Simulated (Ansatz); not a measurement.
Crystals of one structure type (rock salt) and one family of elements, relaxed and computed with the program Ansatz at the LDA level (PAW).

```
crystal  V (Å³/atom)  K_Hill (GPa)
-------  -----------  ------------
MgO             8.99           172
CaO            13.04           129
BaO            20.06          85.9
CaS            21.53          67.6
CaSe           24.27             ?
BaS            30.83          50.9
BaTe           40.46          35.3
```

Q: Fit a straight line to ln K against ln V and predict the withheld value.

A: Least squares on the 6 shown rows: ln K = -1.06 × ln V + (7.534), with a scatter of 6 %. For CaSe this gives 63.7. The run itself gave 57.3, outside the scatter: the line misses something about this case.

All cells were relaxed under the symmetry of their starts (and spin orders); stability against distortions was not tested throughout. Scalar-relativistic: spin–orbit coupling is off unless named, which matters more the heavier the elements.

Potentials: the later of the program's two PAW sets.
